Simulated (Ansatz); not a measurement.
## AlGa$_{5}$P$_{6}$: computed properties

Level of theory: DFT PBE, scalar-relativistic, plane waves, PAW (Ansatz).

Plane waves to 420 eV, a k mesh through Γ of 6×6×4 on the computed 12-atom cell and Gaussian smearing (0.02 eV); no spin polarisation.

The structure is relaxed at this level of theory with its symmetry kept, and needn't be the ground state of this composition.

```xyz
12
Lattice="6.7256 0.0000 0.0000 -3.3628 5.8246 0.0000 0.0000 0.0000 6.3939" Properties=species:S:1:pos:R:3 pbc="T T T"
Al    0.0000    0.0000    3.1920
Ga    0.0000    3.8830    3.1967
Ga    3.3628    1.9415    3.1967
Ga   -2.2418    3.8829    0.0009
Ga    4.4836    0.0000    0.0009
Ga    1.1210    1.9417    0.0009
P     0.0000    3.8830    5.5899
P     0.0000    0.0000    5.5820
P     3.3628    1.9415    5.5899
P    -2.2429    3.8848    2.3933
P     4.4858    0.0000    2.3933
P     1.1199    1.9398    2.3933
```

**Question.** Formation energy from the elements' standard states (uncorrected)?

**Answer.** -0.456 eV/atom.

**Question.** Kohn–Sham band gap?

**Answer.** 1.40 eV.

**Question.** Orbital (Löwdin) character of the top 1 eV of the valence band?

**Answer.** P 3p 79 %, Ga 4p 16 %.

**Question.** Orbital (Löwdin) character of the lowest 1 eV of the conduction band?

**Answer.** Ga 4s 24 %, Ga 4p 23 %, P 3p 20 %, P 3s 16 %, unprojected 10 %.

The cell was found from a structure generator's guess, not taken from experiment. Kohn–Sham gaps at this level usually fall short of measured ones. Löwdin shares on free-atom orbitals overweight diffuse shells in the empty bands.
